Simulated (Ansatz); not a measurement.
## TiAl3: one input, then a changed one

The cell is the one relaxed in the Materials Project (mp-542915), not relaxed further here; entries there can be hypothetical.

First run: DFT, PBE, PAW with Ansatz's default frozen-core files, scalar-relativistic (Ansatz 0.2.0).

Command: `ansatz run input.yaml --threads 1 --pin off --max-ram 4096MiB --backend cpu --events-out ev --progress --plain --runs-dir out` The run took 35 s on 1 thread of Intel(R) Xeon(R) 6975P-C (Granite Rapids), with other jobs on the host.

```yaml
crystal:
  lattice:
    - [-1.9111067713, 1.9111067713, 4.2806687947]
    - [1.9111067713, -1.9111067713, 4.2806687947]
    - [1.9111067713, 1.9111067713, -4.2806687947]
  atoms:
    - { symbol: Ti, position: [0.0, 0.0, 0.0] }
    - { symbol: Al, position: [0.5, 0.5, 0.0] }
    - { symbol: Al, position: [0.75, 0.25, 0.5] }
    - { symbol: Al, position: [0.25, 0.75, 0.5] }
kpoints:
  mp_grid: { grid: [15, 15, 15] }
  band_path:
    path:
      - [0.0, 0.0, 0.0]
      - [0.0, 0.0, 0.5]
      - [0.25, 0.25, 0.25]
      - [0.0, 0.5, 0.0]
      - [0.0, 0.0, 0.0]
      - [0.5, 0.5, -0.5]
      - [0.2998295147, 0.7001704853, -0.2998295147]
      - [-0.2998295147, 0.2998295147, 0.2998295147]
      - [0.0, 0.0, 0.0]
    npoints: 14
scf:
  occupations: { method: fermi_dirac, width: 0.05 }
hamiltonian:
  xc: pbe
  pseudopotentials: { kind: paw }
output:
  forces: true
  stress: true
  eigenvalues: true
  efg: { contact_densities: true }
  populations: true
  bader: true
  dos: { projected: true, de: 0.2, e_range: [-14, 8] }
  write_density: true
  write_potential: true
  elf: true
  volumetric_format: npy
```

Result: converged; pressure 2.10 GPa; 6 SCF iterations.

Spin polarisation is left out, and whether a magnetic state lies lower isn't shown here.

A second run of a changed input logged this at its end:

```
Error: inconsistent input (scf.occupations.method, magnetization): a σ = 0 step fill (method: fixed, or a smearing width below the step floor) cannot realise an odd electron count (21) without a locked total moment — the per-k integer fill puts the same N_el/2 bands in each spin channel; set magnetization.spin_polarized: true with magnetization.spin_locking.lock_magnetization: hard and an odd magnetization.initial_magnetization (the unpaired electron then fills one channel), or use a smearing method with a finite width, such as fermi_dirac
```

Question: What was wrong with the input?

Answer: Fixed occupations whatever the gap, by this change (others could give a like log):
```diff
@@ -24,5 +24,6 @@
     npoints: 14
 scf:
-  occupations: { method: fermi_dirac, width: 0.05 }
+  occupations: { method: fixed }
+  max_iter: 60
 hamiltonian:
   xc: pbe
@@ -34,9 +35,3 @@
   efg: { contact_densities: true }
   populations: true
-  bader: true
-  dos: { projected: true, de: 0.2, e_range: [-14, 8] }
-  write_density: true
-  write_potential: true
-  elf: true
-  volumetric_format: npy
```
